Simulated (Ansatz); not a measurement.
Given:

HfO$_{2}$:
```
HfO2
1.0
    3.19718     0.00000     0.00000
   -1.59859     2.76884     0.00000
    0.00000     0.00000     4.57383
Hf O
1 2
Direct
  0.00000   0.00000   0.00000
  0.33333   0.66667   0.20871
  0.66667   0.33333   0.79129
```

This is the LDA-relaxed structure.

### Question
All from plane-wave PAW LDA (Ansatz code), unless another level is named. Estimate the vibrational entropy at 300 K.

### Answer
21.1 J/(K·mol of atoms).

### Question
What about the highest zone-centre frequency (without LO–TO term)?

### Answer
563 cm⁻¹.

### Question
And the zero-point energy?

### Answer
67.6 meV/atom.

Space group P-3m1 (CdI2 type). The cell is a constructed one: a structure type filled with these elements; neither database checked (COD, Materials Project) lists it. It is not the phase usual at ambient conditions (space group No. 14, 29). The cell was relaxed with LDA under the symmetry of its start; its stability against distortions is not shown here. The run is not spin-polarised. A crystal of weakly bound layers computed without a dispersion correction: the cell and the soft elastic constants depend strongly on that. Spin–orbit coupling is left out wherever it is not named.

Potentials: the earlier of the program's two PAW sets. The files were generated under PBE; for other functionals the program regenerates the frozen cores, and for LDA and PBEsol the local potential too.
